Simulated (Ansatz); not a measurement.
Ansatz (a program for electronic structure) input:

Ansatz 0.2 input:
```yaml
crystal:
  lattice:
    - [3.1066369095, 0.0, 0.0]
    - [-1.5533184548, 2.690426484, 0.0]
    - [0.0, 0.0, 4.9786321529]
  atoms:
    - { symbol: Al, position: [0.6666666667, 0.3333333333, 0.0034145249] }
    - { symbol: Al, position: [0.3333333333, 0.6666666667, 0.5034145249] }
    - { symbol: N, position: [0.6666666667, 0.3333333333, 0.6217854751] }
    - { symbol: N, position: [0.3333333333, 0.6666666667, 0.1217854751] }
kpoints:
  mp_grid: { grid: [8, 8, 4] }
hamiltonian:
  xc: hse06
  pseudopotentials: { kind: paw }
scf:
  n_extra_bands: 6
  occupations: { method: fixed }
output:
  eigenvalues: true
  eigenstates:
    e_range: [-9.0, 15.3]
    kpoints:
      - [0.0, 0.0, 0.0]  # VBM
      - [0.0, 0.0, 0.0]  # CBM
      - [0.0, 0.0, 0.0]  # GAMMA
      - [0.0, 0.0, 0.5]  # A
      - [0.3333333333, 0.3333333333, 0.0]  # K
      - [0.3333333333, 0.3333333333, 0.5]  # H
      - [0.5, 0.0, 0.0]  # M
      - [0.5, 0.0, 0.5]  # L
```

Output (shortened):

```
Pseudopotential: Al, paw, valence charge 3
Pseudopotential: N, paw, valence charge 5
Functional definition: HSE06
davidson cushion auto → on  (no smearing: the cushion is to keep the highest requested band from converging to the state above it …
Crystal: 4 atoms, lattice volume = 41.612 Å³
Basis set: ecut = 420 eV, 809 PW (Γ)
Bands: 14, of which v1, the nominal top of the filled ones, is band 8 counted from 1 (7 counted from 0)
Symmetry: 12 space group operations
Space group: P63mc (ITA 186), of the structure as read, at distance tolerance 3.5e-5 Å
k-points: 30 of 256 (time reversal used)
SCF iter   1: F=—  HF=-1848.483307 eV  |F-HF|=—  |Δ(HF+E_count)|=         —  Δρ=8.05e-4  dr2=1.11e-4  ethr=1.77e-3  ⟨swp⟩=2.2  Hψ=3255  notcnv=0
preconditioner: auto → none
SCF iter   2: F=-1848.483603 eV  HF=-1848.483535 eV  |F-HF|=6.80e-5  |Δ(HF+E_count)|=   2.28e-4  Δρ=4.05e-4  dr2=2.63e-5  ethr=6.92e-7  ⟨swp⟩=4.8  Hψ=1576  notcnv=0  defer=1
SCF 1 stopped early in 2 iterations: F = -1848.483603 eV  dr2 = 2.63e-5
Crystal: 4 atoms, lattice volume = 41.612 Å³
Exchange kernel: α = 0.2500, screened, ω = 0.2079 Å⁻¹, Wigner–Seitz truncation, v(0) = 1046.2839 eV·Å³, q-mesh 8×8×4, nearest image of the exchange supercell L …
Frozen-core exchange: fock
SCF iter   1: F=—  HF=-1849.423442 eV  |F-HF|=—  |Δ(HF+E_count)|=         —  Δρ=6.27e-3  dr2=7.66e-3  ethr=1.64e-6  ⟨swp⟩=8.1  Hψ=2531  notcnv=0
preconditioner: auto → none
SCF iter   2: F=—  HF=-1849.420586 eV  |F-HF|=—  |Δ(HF+E_count)|=   2.86e-3  Δρ=2.83e-3  dr2=2.15e-3  ethr=1.64e-6  ⟨swp⟩=3.6  Hψ=1412  notcnv=0
iter 3 solved again at ethr=1.30e-8 eV; its pass at ethr=1.64e-6 eV (dr2=2.07e-6 eV) is discarded
SCF iter   3: F=—  HF=-1849.419890 eV  |F-HF|=—  |Δ(HF+E_count)|=   6.96e-4  Δρ=8.66e-5  dr2=4.79e-4  ethr=1.30e-8  ⟨swp⟩=3.3  Hψ=2482  notcnv=0  defer=2
SCF iter   4: F=—  HF=-1849.424769 eV  |F-HF|=—  |Δ(HF+E_count)|=   4.88e-3  Δρ=4.99e-4  dr2=8.71e-5  ethr=1.30e-8  ⟨swp⟩=6.7  Hψ=2322  notcnv=0  defer=3
SCF iter   5: F=—  HF=-1849.424749 eV  |F-HF|=—  |Δ(HF+E_count)|=   2.06e-5  Δρ=7.65e-5  dr2=7.22e-6  ethr=1.30e-8  ⟨swp⟩=4.0  Hψ=1642  notcnv=0
SCF iter   6: F=-1849.424795 eV  HF=-1849.424795 eV  |F-HF|=6.70e-7  |Δ(HF+E_count)|=   4.67e-5  Δρ=5.93e-5  dr2=1.63e-6  ethr=1.14e-8  ⟨swp⟩=4.5  Hψ=1557  notcnv=0
SCF 2 stopped early in 6 iterations: F = -1849.424795 eV  dr2 = 1.63e-6
hybrid outer 1: dexx = +5.460e-3 eV, tail = 9.86e-6 eV
Crystal: 4 atoms, lattice volume = 41.612 Å³
Exchange kernel: α = 0.2500, screened, ω = 0.2079 Å⁻¹, Wigner–Seitz truncation, v(0) = 1046.2839 eV·Å³, q-mesh 8×8×4, nearest image of the exchange supercell L …
Frozen-core exchange: fock
SCF iter   1: F=—  HF=-1849.424792 eV  |F-HF|=—  |Δ(HF+E_count)|=         —  Δρ=2.17e-5  dr2=9.69e-8  ethr=3.08e-7  ⟨swp⟩=2.7  Hψ=994  notcnv=0
preconditioner: auto → none
SCF iter   2: F=-1849.424792 eV  HF=-1849.424792 eV  |F-HF|=1.27e-8  |Δ(HF+E_count)|=   6.70e-8  Δρ=8.35e-6  dr2=2.39e-8  ethr=5.32e-10  ⟨swp⟩=4.7  Hψ=1631  notcnv=0
SCF 3 converged in 2 iterations: F = -1849.424792 eV  dr2 = 2.39e-8
hybrid outer 2: dexx = +8.719e-8 eV, tail = 5.30e-8 eV, Δε = 1.72e-3 eV (about 1.60e-4 eV left of the loop's levels)
NSCF: frozen V_eff on 8 k-points
hybrid SCF converged: 2 outer / 8 inner (+2 warm-up), last move |dexx| = 8.72e-8 eV, tail = 5.30e-8 eV
Stability not checked (fock_operator)
Free energy (F): -1849.424792 eV
Frozen-core exchange: fock
Harris-Foulkes:  -1849.424792 eV  (|F-HF|=1.27e-8)
Internal energy: -1849.424792 eV  (E = F + TS)
E sigma→0 (E₀):  -1849.424792 eV
Fermi energy:    6.272388 eV
--- Per-component energies (eV) ---
  E_band       = 8.357694
  E_kinetic    = 320.360965
  E_local      = -446.608779  (includes V_loc(G=0)·N_el)
  E_nonlocal   = 108.501411
  E_hartree    = 156.019648
  E_xc         = -165.313279
  E_vxc        = -174.023164  (∫ρ·V_xc dr)
  E_exx        = -35.898047  (= α·E_x^exact, valence–valence)
  E_paw        = -1193.776798  (= ΣΔE_a)
  E_vpaw       = -40.115310  (= ΣTr[D̂ρ^β])
  E_aug_tail   = 0.000192  (compensation charges beyond the density's cutoff)
  E_ewald      = -592.576117
  E_core_change = -0.133989  (= ΣΔE_core)
  E_smearing   =  0.000000  (= −TS)
  E_closure    = 0.000000  (closes the sum)
  Σ components = -1849.424792   (vs F -1849.424792, Δ=0.00e0)
  [band-id]    e_kinetic+e_local+e_nonlocal+2·e_hartree+e_vxc+2·e_exx+e_vpaw+e_augmentation_tail = 8.358518   (vs E_band 8.357694, Δ=8.23e-4)
--- Band table (eV; the first three rows and the last of 30) ---
  k-point 0: bands = ["-10.4076", "-8.1295", "-0.2157", "5.3279", "5.3279", "6.0403", "6.0403", "6.2724", "11.8708", "14.4643", "18.7575", "19.0871", "19.0871", "21.1331"]
  k-point 1: bands = ["-10.1546", "-8.5848", "0.6499", "5.0064", "5.4267", "5.4267", "5.9302", "5.9302", "12.8656", "14.5931", "18.3601", "19.0466", "19.0466", "19.7088"]
  k-point 2: bands = ["-9.4609", "-9.4609", "2.6892", "2.6892", "5.6728", "5.6728", "5.6728", "5.6728", "14.2656", "14.2656", "18.3211", "18.3211", "19.4122", "19.4122"]
  k-point 29: bands = ["-7.7426", "-7.7426", "0.8442", "0.8442", "2.5035", "2.5035", "5.3639", "5.3639", "14.5838", "14.5838", "16.2825", "16.2825", "19.8565", "19.8565"]
```

Cost: about 90 core-seconds (a rough figure) on shared cores.

The points marked VBM and CBM come from a semilocal run.

Space group P6_3mc (wurtzite). The cell was relaxed with r²SCAN under the symmetry of its start.

Potentials: the later of the program's two PAW sets.

Ansatz is a plane-wave DFT program.
